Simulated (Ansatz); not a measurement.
BAs (CsCl type, Pm-3m), PBEsol (plane waves, PAW; program Ansatz), all energies at zero smearing, with the estimated change up to a 700 eV cutoff added, with one set of potentials and settings (totals compare only within such a set). Cell of 2 atoms (1 B, 1 As): -4962.811 eV.

```json
[
 {"element": "B", "reference phase": "R-3m, 12 atoms in the cell", "E (eV/atom)": "-152.6704"},
 {"element": "As", "reference phase": "R-3m, 2 atoms in the cell", "E (eV/atom)": "-4813.0298"}
]
```

Formation energy per atom, worked out: (-4962.811 − 1×(-152.6704) − 1×(-4813.0298))/2 = 1.445 eV/atom (139 kJ per mol of atoms), at 0 K, without zero-point energy or fitted corrections.

The start of the workflow was typed in or built on a structure type; neither database checked (COD, Materials Project) lists it. It is not the phase usual at ambient conditions (space group No. 216). The cell was relaxed with PBEsol under the symmetry of its start. At this level the phase is dynamically unstable (imaginary phonons). The volume moved by 26 % from the start of the relaxation. Its formation energy is positive at this level, so the cell may be metastable or incomplete. The references are the lowest solids computed at this level, not always the standard phases.

Potentials: the earlier of the program's two PAW sets. The files were generated under PBE; for other functionals the program regenerates the frozen cores, and for LDA and PBEsol the local potential too.
